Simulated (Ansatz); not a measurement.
BAs:
```
CELL_PARAMETERS angstrom
      3.45879     0.00000     0.00000
     -1.72940     2.99540     0.00000
      0.00000     0.00000     7.48150
ATOMIC_POSITIONS crystal
  B  0.00000 0.50000 0.33333
  B  0.50000 0.50000 0.66667
  B  0.50000 0.00000 0.00000
  As 0.00000 0.50000 0.83333
  As 0.50000 0.50000 0.16667
  As 0.50000 0.00000 0.50000
```

The program Ansatz at the PBE level (PAW) gives a gap of 0.48 eV without spin–orbit coupling, maximum at Γ, minimum at M.

### Question
What happens when spin–orbit coupling is switched on?

### Answer
The gap decreases by 0.01 eV, to 0.47 eV; maximum on the Γ–M line, 2 % of the way from Γ, minimum at M. The small gap may have closed and reopened with inverted band order, as semilocal functionals often give for heavy narrow-gap crystals.

Space group P6_422. The start of the workflow was typed in or built on a structure type; neither database checked (COD, Materials Project) lists it. It is not the phase usual at ambient conditions (space group No. 216). The cell was relaxed with PBE under the symmetry of its start; whether a distortion lowers the energy is not shown. Its formation energy is positive at this level, so the cell may be metastable or incomplete.

Potentials: the earlier of the program's two PAW sets.
